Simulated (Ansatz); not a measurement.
Data:

CdTe:
```
CELL_PARAMETERS angstrom
      0.00000     2.96508     2.96508
      2.96508     0.00000     2.96508
      2.96508     2.96508     0.00000
ATOMIC_POSITIONS crystal
  Cd 0.00000 0.00000 0.00000
  Te 0.50000 0.50000 0.50000
```

This is the LDA-relaxed structure.

**Question.** All from plane-wave PAW LDA (Ansatz code), unless another level is named. Predict the highest zone-centre frequency.

**Answer.** 92 cm^-1.

**Question.** What about the Young's modulus?

**Answer.** 65.7 GPa.

Space group Fm-3m (rock salt). This is a known high-pressure phase of the composition, computed here at zero pressure and temperature. The LDA relaxation kept the symmetry of its start; of distortions, only those at the zone centre were tested. As this level gives no gap, phonon frequencies hold no LO–TO term and depend on the k-mesh and smearing (Fermi–Dirac, 0.1 eV here). Scalar-relativistic: spin–orbit coupling is off unless named, which matters more the heavier the elements.

Potentials: the earlier of the program's two PAW sets.
